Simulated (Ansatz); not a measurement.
A geometry of SiO2 away from equilibrium: step 3 of the relaxation of a generated cell, SiO2 placed in the polar-ZrO2 structure type. Computed with r2SCAN (plane waves to 500 eV, PAW, scalar-relativistic; Ansatz, a program for electronic structure). Γ-centred k-mesh 4×4×4 on the run's cell (coarser than for final values), Fermi–Dirac smearing 0.05 eV. The plane waves were selected for a different cell earlier on the path.

```
SiO2
1.0
    4.66655     0.00000     0.00000
    0.00000     4.18726     0.00000
    0.00000     0.00000     4.49284
Si O
4 8
Cartesian
  0.26475   1.07378   1.15669
  4.40180   3.11348   3.40311
  2.59803   3.11348   1.15669
  2.06852   1.07378   3.40311
  1.76818   0.27902   0.57569
  2.89837   3.90824   2.82211
  4.10146   3.90824   0.57569
  0.56510   0.27902   2.82211
  0.92767   2.25582  -0.13292
  3.73888   1.93144   2.11350
  3.26095   1.93144  -0.13292
  1.40560   2.25582   2.11350
```

Problem. Give the Cartesian forces on all atoms (eV/Å).

Solution. 
```tsv
atom	Fx	Fy	Fz
Si1	1.44	0.90	1.40
Si2	-1.44	-0.90	1.40
Si3	1.44	-0.90	1.40
Si4	-1.44	0.90	1.40
O5	-0.53	-0.74	-0.19
O6	0.53	0.74	-0.19
O7	-0.53	0.74	-0.19
O8	0.53	-0.74	-0.19
O9	-1.48	-1.87	-1.21
O10	1.48	1.87	-1.21
O11	-1.48	1.87	-1.21
O12	1.48	-1.87	-1.21
```

The path ends in Pbcn (No. 60). No spin polarisation in the result.

The run could not lose the symmetry of its start; a randomly shaken copy of 12 atoms returns to this structure.

The first start was generated by placing the elements on the sites of a structure type. Materials Project lists a structure of SiO2 in the same space group, Pbcn (No. 60); the sites were not compared with it, nor with measured phases. Known forms of SiO2 include space group No. 92, 136, 152, 154.
